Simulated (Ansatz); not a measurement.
## AlInSbN₂: from a guess to a relaxed structure

All numbers below come from DFT PBE, scalar-relativistic, plane waves, PAW in Ansatz. Cutoff 420 eV, Gaussian smearing, Γ-centred meshes. Cell and atoms relax first on a coarse mesh and then on a finer one. In between, the cell is made exact in the group found at 0.06 Å. In metals the finer mesh still leaves noise of several meV/atom or more. The steps can't lower the symmetry of their start. No spin polarisation.

Recipe of this trial structure of AlInSbN₂: random cell by space group and Wyckoff sites (Pmm2, No. 25). Lengths were set from tabulated atomic sizes, so they are only a guess.

```
Al In Sb N
1.0
     3.08007    0.00000    0.00000
     0.00000    4.62865    0.00000
     0.00000    0.00000    7.20427
Al In Sb N
1 1 1 2
Direct
  0.00000 0.50000 0.46391
  0.00000 0.00000 0.44927
  0.00000 0.50000 0.72225
  0.00000 0.00000 0.15424
  0.00000 0.00000 0.91617
```

The zero of energy is the elements' standard structures at the same level (N₂ as a molecule); no fitted shifts are applied.

Task: Describe the relaxed structure.

Result: The symmetry stays Pmm2 (No. 25). The volume per atom grows by 69.3 %, from 20.5 to 34.8 Å³. The shortest distance goes from 1.72 Å (N–N) to 1.10 Å (N–N). The energy falls by about 2.7 eV/atom (the start's value is from the coarse mesh). Conventional cell: a = 2.926 Å, b = 5.358 Å, c = 11.091 Å. Al has 1 Sb at 2.88 Å, 2 Al at 2.93 Å and 2 In at 2.94 Å; around In lie 2 In at 2.93 Å, 2 Al at 2.94 Å and 2 Sb at 3.15 Å; Sb is surrounded by 1 Al at 2.88 Å, 2 Sb at 2.93 Å and 2 In at 3.15 Å; around N on its first site lies 1 N at 1.10 Å; N on its second site has 1 N at 1.10 Å.

```
Al In Sb N
1.0
     2.92602    0.00000    0.00000
     0.00000    5.35776    0.00000
     0.00000    0.00000   11.09093
Al In Sb N
1 1 1 2
Direct
  0.00000 0.50000 0.41159
  0.00000 0.00000 0.52082
  0.00000 0.50000 0.67089
  0.00000 0.00000 0.10095
  0.00000 0.00000 0.00161
```

Task: How does it come out in energy, and is it a metal?

Result:

- Energy over the elements: +0.28 eV/atom
- Gap on the 12×8×4 mesh of the 5-atom cell: 0 eV (a metal)

A positive value: parting into the elements would lower its energy.

The last run used Gaussian smearing of 0.10 eV. Weakly bound directions are ill-defined at this level, which has no dispersion term. These runs have no spin–orbit coupling, which can matter for Sb. An odd number of electrons in the primitive cell allows no gap without spin; a larger cell or a magnetic state could open one. A structure relaxed within its symmetry needn't be a true minimum. Another cell of AlInSbN2 relaxed alike, in P3m1, lies 0.44 eV/atom lower, so this cell isn't the stable form at this level.
